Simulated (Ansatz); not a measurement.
CO in its lowest state found on the top face of a (100) slab of Cu (Fm-3m (No. 225)), 4 planes, outer planes Cu (top) and Cu (bottom); 1 a cell of 25.40 Å², its atoms last:

```
Cu C O
1.0
     5.03937    0.00000    0.00000
     0.00000    5.03937    0.00000
     0.00000    0.00000   24.49506
Cu C O
16 1 1
Direct
  0.25000 0.25000 0.32660
  0.25000 0.75000 0.32660
  0.75000 0.25000 0.32660
  0.75000 0.75000 0.32660
  0.50000 0.50000 0.39933
  0.50000 0.00000 0.39933
  0.00000 0.50000 0.39933
  0.00000 0.00000 0.39933
  0.75193 0.75193 0.47332
  0.75193 0.24807 0.47332
  0.24807 0.75193 0.47332
  0.24807 0.24807 0.47332
  0.00000 0.00000 0.54963
  0.00000 0.50000 0.54518
  0.50000 0.00000 0.54518
  0.50000 0.50000 0.54373
  0.00000 0.00000 0.62455
  0.00000 0.00000 0.67149
```

The calculation used DFT PBE+D3(BJ), scalar-relativistic, plane waves, PAW in Ansatz 0.2.0. Cutoff 420 eV; k points 4×4×1 on the computed 18-atom cell (Γ-centred); Gaussian smearing, width 0.10 eV; no spin polarisation. The cell repeats along c with a dipole correction in the vacuum.

The clean top face has a work function of 4.52 eV. Adsorption changes the slab's dipole along +c by Δp = -0.0282 e·Å a cell (-0.14 D an adsorbate).

(1) What change of work function does the Helmholtz equation give?

(2) How does that compare with the calculation?

(3) What does the sign say about the electrons?

Answers

(1) A sheet of dipoles makes a step in an electron's potential energy of −e·Δp/(ε0·A), and e/ε0 = 180.95 eV·Å for Δp in e·Å: −180.95 × (-0.0282)/25.40 = +0.20 eV. This is the change of φ(top) − φ(bottom). If the bottom face is unmoved, φ(top) becomes 4.72 eV.

(2) φ(top) changes by +0.18 eV and φ(bottom) by -0.02 eV, so their difference changes by +0.20 eV. The bottom face hardly moves.

(3) The change of dipole points into the surface (negative end outward), so the work function rises. The molecule's own dipole can set this sign. Δp also holds the adsorbate's own dipole and the moves of the surface atoms, so it isn't a charge transfer alone.